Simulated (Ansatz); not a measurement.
Given:

Nb$_{5}$Te$_{4}$:
```cif
data_Nb10Te8
_chemical_formula_sum 'Nb10 Te8'
_space_group_name_H-M_alt 'I4/m'
_space_group_IT_number 87
_space_group_name_Hall '-I 4'
_cell_length_a 10.37021
_cell_length_b 10.37021
_cell_length_c 3.71897
_cell_angle_alpha 90.000
_cell_angle_beta 90.000
_cell_angle_gamma 90.000
loop_
_atom_site_label
_atom_site_type_symbol
_atom_site_symmetry_multiplicity
_atom_site_Wyckoff_symbol
_atom_site_fract_x
_atom_site_fract_y
_atom_site_fract_z
_atom_site_occupancy
Nb1 Nb 2 a 0.00000 0.00000 0.00000 1
Nb2 Nb 8 h 0.31352 0.38250 0.00000 1
Te1 Te 8 h 0.06265 0.28418 0.00000 1
```
(The calculation used a cell of 9 atoms; values per cell refer to that cell.)

This is the r²SCAN-relaxed structure.

Q: All from plane-wave PAW r²SCAN (Ansatz code), unless another level is named. Estimate the electronic character.

A: metallic (no gap).

Q: Predict the density of states at the Fermi level.

A: 0.58 states/eV per atom (mean over ±0.08 eV).

Q: Give the formation energy from the elements (no fitted shifts).

A: -0.45 eV/atom.

The workflow started from a Materials Project entry (that database holds measured and hypothetical structures alike); the Crystallography Open Database files this formula in space group No. 87, but the cells were not matched. Whether it is the stable phase at ambient conditions was not checked. The cell was relaxed with r²SCAN under the symmetry of its start; its stability against distortions is not shown here. No spin polarisation was allowed. With an odd number of electrons in the cell and no spin polarisation, the count alone makes it a metal. The references are the lowest solids computed at this level, not always the standard phases. Spin–orbit coupling is left out wherever it is not named.

Potentials: the later of the program's two PAW sets.
